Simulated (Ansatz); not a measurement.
Values for one crystal, relaxed and computed with LDA in the plane-wave PAW code Ansatz; other levels are named.

| Property | Value |
|---|---|
| Volume per atom | 21.41 Å³ |
| Band gap | 2.06 eV (indirect) |
| Mechanical stability | stable (all eigenvalues of C positive) |
| Electron effective mass | 0.27, 0.45, 0.45 mₑ (principal values) |
| Smallest direct gap on the standard path | 2.85 eV |
| Young's modulus | 105 GPa |
| Highest zone-centre frequency (without LO–TO term) | 520 cm⁻¹ |

Q: Pick the material that matches.
(A) In2Te3, Imm2 (In on 4d, Te on 4d, Te on 2a)
(B) BAs, wurtzite
(C) GaAs, wurtzite
(D) BeTe, wurtzite

A: D, BeTe, wurtzite

Space group P6_3mc (wurtzite). The workflow started from a Materials Project entry (that database holds measured and hypothetical structures alike); the Crystallography Open Database copy checked does not list it. COD files the formula under space group No. 216, so this cell is another polymorph or a model. Whether it is the stable phase at ambient conditions was not checked. Symmetry was held in the LDA relaxation; of distortions, only those at the zone centre were tested. Scalar-relativistic: spin–orbit coupling is off unless named, which matters more the heavier the elements.

Potentials: the later of the program's two PAW sets.
